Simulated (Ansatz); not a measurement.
This cell of ZrPbO$_{3}$ (cubic perovskite) is off equilibrium:

```xyz
5
Lattice="4.3324 0.0000 0.0000 0.0000 4.3324 0.0000 0.0000 0.0000 3.9858" Properties=species:S:1:pos:R:3 pbc="T T T"
Zr     0.0000     0.0000     0.0000
Pb     2.1662     2.1662     1.9929
O      2.1662     0.0000     0.0000
O      0.0000     2.1662     0.0000
O      0.0000     0.0000     1.9929
```

All values below come from PBEsol (plane waves to 420 eV, PAW, scalar-relativistic; Ansatz, a program for electronic structure). k mesh 8×8×8 (Γ-centred), Fermi-Dirac smearing 0.05 eV. The energy includes the smearing's −TS. Stress and pressure are positive under compression. Spin-orbit coupling is left out, though Pb is heavy. This is a high-temperature form of ZrPbO3. ZrPbO3 is run without spin polarisation. ZrPbO3 was relaxed with its symmetry unable to fall.

**Question.** Give the stress tensor in GPa and the pressure.

**Answer.** 
```
  -12.2      0.0      0.0
    0.0    -12.2      0.0
    0.0      0.0      6.0
```
The pressure, a third of the trace, is -6.1 GPa.

**Question.** It is the relaxed cell deformed to V/V₀ = 1.053, (c/a)/(c/a)₀ = 0.920, c along z, fractional positions held. What is its energy relative to the relaxed cell?

**Answer.** 63.9 meV/atom.

(Under strain, the slope of the energy per volume gives the stress and its curvature an elastic modulus.)
